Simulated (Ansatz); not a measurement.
Li2H6Pt:
```cif
data_H6Li2Pt
_chemical_formula_sum 'Li2 H6 Pt1'
_space_group_name_H-M_alt 'P 1'
_space_group_IT_number 1
_cell_length_a 4.73139
_cell_length_b 4.73139
_cell_length_c 4.73139
_cell_angle_alpha 60.000
_cell_angle_beta 60.000
_cell_angle_gamma 60.000
loop_
_space_group_symop_operation_xyz
  'x, y, z'
loop_
_atom_site_label
_atom_site_type_symbol
_atom_site_fract_x
_atom_site_fract_y
_atom_site_fract_z
_atom_site_occupancy
Li1 Li 0.75000 0.75000 0.75000 1
Li2 Li 0.25000 0.25000 0.25000 1
H1 H 0.75640 0.75640 0.24360 1
H2 H 0.24360 0.24360 0.75640 1
H3 H 0.24360 0.75640 0.75640 1
H4 H 0.75640 0.24360 0.24360 1
H5 H 0.75640 0.24360 0.75640 1
H6 H 0.24360 0.75640 0.24360 1
Pt1 Pt 0.00000 0.00000 0.00000 1
```

Relaxed with r²SCAN. DFT-r²SCAN in the program Ansatz with PAW potentials gives a gap of 3.33 eV.

What gap does HSE06 give on the same cell (Ansatz, PAW)?

3.90 eV, 0.57 eV more. The hybrid was solved on a coarser mesh and at special points; its gap is the smallest among all of these.

| k | v1 r²SCAN | c1 r²SCAN | v1 HSE06 | c1 HSE06 |
|---|---|---|---|---|
| Γ | -0.42 | 7.27 | [?] | [?] |
| X | -1.61 | 3.33 | -1.74 | 3.90 |
| L | -0.16 | 5.88 | [?] | [?] |
| W | -1.63 | 5.02 | [?] | [?] |
| K | -1.05 | 4.36 | [?] | [?] |

Top valence (v1) and lowest conduction level (c1) in eV from each method's valence maximum (which need not be a listed point): supply the withheld HSE06 values.


- W, v1 HSE06: -1.73
- W, c1 HSE06: 5.66
- Γ, v1 HSE06: -0.44
- Γ, c1 HSE06: 7.82
- K, v1 HSE06: -1.14
- K, c1 HSE06: 4.95
- L, v1 HSE06: -0.18
- L, c1 HSE06: 6.52

Cost on shared cores: the r²SCAN run (SCF on a 7×7×7 mesh, then bands and DOS) roughly 30 core-seconds, the HSE06 run (SCF on 4×4×4, then a few points) very roughly 60 core-seconds; the tasks are unlike.

Space group Fm-3m. The workflow started from a Materials Project entry (that database holds measured and hypothetical structures alike); the Crystallography Open Database copy checked does not list it. Whether it is the stable phase at ambient conditions was not checked. The cell was relaxed with r²SCAN under the symmetry of its start; whether a distortion lowers the energy is not shown. No spin polarisation was allowed. Spin–orbit coupling is left out wherever it is not named.

Potentials: the later of the program's two PAW sets.
